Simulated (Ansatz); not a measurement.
# Ca2PbAu2, a database entry at a rescaled volume

```
CELL_PARAMETERS angstrom
8.00169 0.00000 0.00000
0.00000 8.00169 0.00000
0.00000 0.00000 3.80812
ATOMIC_POSITIONS crystal
Ca 0.17330 0.67330 0.50000
Ca 0.32670 0.17330 0.50000
Ca 0.82670 0.32670 0.50000
Ca 0.67330 0.82670 0.50000
Au 0.62284 0.12284 0.00000
Au 0.87716 0.62284 0.00000
Au 0.37716 0.87716 0.00000
Au 0.12284 0.37716 0.00000
Pb 0.00000 0.00000 0.00000
Pb 0.50000 0.50000 0.00000
```

Method: r2SCAN, no spin polarisation; PAW, plane waves to 500 eV, 4×4×9 Γ-centred mesh, fermi-dirac occupations (width 0.1 eV) (Ansatz 0.2.0), atoms fixed.

What do density and ELF say about some of the short contacts?

Au–Au at 2.78 Å: least valence density 0.36 e/Å³ and ELF 0.24 there. Ca–Au at 2.99 Å: least valence density 0.15 e/Å³ and ELF 0.09 there. Au–Pb at 3.17 Å: least valence density 0.20 e/Å³ and ELF 0.28 there. These are pseudo-fields; inside the PAW spheres they differ from the all-electron ones.

Which atom feels the largest force, and which way?

The largest is on Au7 (and as large on other atoms): 0.08 eV/Å, components (-0.06, -0.06, 0.00). It makes 180° with the line to a nearest neighbour, Au5 at 2.78 Å, pointing away from it.

What does the stress say?

The pressure is 1.3 GPa (compression positive), so with the atoms held at these fractions the cell would first expand.

What is the formation energy?

-0.77 eV an atom against the elements' usual phases (free molecules for gases, crystals otherwise, with no correction for O₂ or N₂), so it is bound against them; other compounds may still compete. Relaxing would lower it.

Is there a gap?

It is a metal, with about 4.2 states/eV a cell as the mean within 0.25 eV of the Fermi level.

Give the Bader charges.

Bader charges in e: Ca +1.41, Pb -0.47, Au -1.17. In the mean Ca gives up most and Au takes most.

Origin: a database entry at a rescaled volume.
